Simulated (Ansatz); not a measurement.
ZnHg$_{4}$Te$_{5}$:
```cif
data_Hg12Te15Zn3
_chemical_formula_sum 'Zn3 Hg12 Te15'
_space_group_name_H-M_alt 'R3m :H'
_space_group_IT_number 160
_space_group_name_Hall 'R 3 -2"'
_cell_length_a 4.58032
_cell_length_b 4.58032
_cell_length_c 56.25426
_cell_angle_alpha 90.000
_cell_angle_beta 90.000
_cell_angle_gamma 120.000
loop_
_atom_site_label
_atom_site_type_symbol
_atom_site_symmetry_multiplicity
_atom_site_Wyckoff_symbol
_atom_site_fract_x
_atom_site_fract_y
_atom_site_fract_z
_atom_site_occupancy
Zn1 Zn 3 a 0.00000 0.00000 0.40022 1
Hg1 Hg 3 a 0.00000 0.00000 0.00200 1
Hg2 Hg 3 a 0.00000 0.00000 0.60053 1
Hg3 Hg 3 a 0.00000 0.00000 0.19898 1
Hg4 Hg 3 a 0.00000 0.00000 0.79730 1
Te1 Te 3 a 0.00000 0.00000 0.95175 1
Te2 Te 3 a 0.00000 0.00000 0.55022 1
Te3 Te 3 a 0.00000 0.00000 0.14866 1
Te4 Te 3 a 0.00000 0.00000 0.74680 1
Te5 Te 3 a 0.00000 0.00000 0.35314 1
```
(The calculation used a cell of 10 atoms; values per cell refer to that cell.)

Relaxed at zero pressure with DFT-r²SCAN in the program Ansatz with PAW potentials.

The volume is raised by 6 % and shape and atoms relax at that volume. What pressure results, and how do the axes share the change?

-2.1 GPa; a 2.0 %, b 2.0 %, c 1.9 %; the energy rises by 14 meV/atom.

Give the new structure.


Space group R3m, hexagonal axes (No. 160); a = 4.673 Å, b = 4.673 Å, c = 57.299 Å, α = 90.00°, β = 90.00°, γ = 120.00°

```json
[
 {"atom": "Zn", "site": "3a", "symmetry": "3m", "x": "0.0000", "y": "0.0000", "z": "0.6000"},
 {"atom": "Hg", "site": "3a", "symmetry": "3m", "x": "0.0000", "y": "0.0000", "z": "0.9980"},
 {"atom": "Hg", "site": "3a", "symmetry": "3m", "x": "0.0000", "y": "0.0000", "z": "0.3994"},
 {"atom": "Hg", "site": "3a", "symmetry": "3m", "x": "0.0000", "y": "0.0000", "z": "0.8009"},
 {"atom": "Hg", "site": "3a", "symmetry": "3m", "x": "0.0000", "y": "0.0000", "z": "0.2025"},
 {"atom": "Te", "site": "3a", "symmetry": "3m", "x": "0.0000", "y": "0.0000", "z": "0.0483"},
 {"atom": "Te", "site": "3a", "symmetry": "3m", "x": "0.0000", "y": "0.0000", "z": "0.4498"},
 {"atom": "Te", "site": "3a", "symmetry": "3m", "x": "0.0000", "y": "0.0000", "z": "0.8513"},
 {"atom": "Te", "site": "3a", "symmetry": "3m", "x": "0.0000", "y": "0.0000", "z": "0.2530"},
 {"atom": "Te", "site": "3a", "symmetry": "3m", "x": "0.0000", "y": "0.0000", "z": "0.6470"}
]
```

The phase is kept; no other phase was compared at this pressure.

The workflow started from a Materials Project entry (that database holds measured and hypothetical structures alike); the Crystallography Open Database copy checked does not list it. Whether it is the stable phase at ambient conditions was not checked. The cell was relaxed with r²SCAN under the symmetry of its start; whether a distortion lowers the energy is not shown. Spin–orbit coupling is left out wherever it is not named.

Potentials: the later of the program's two PAW sets.
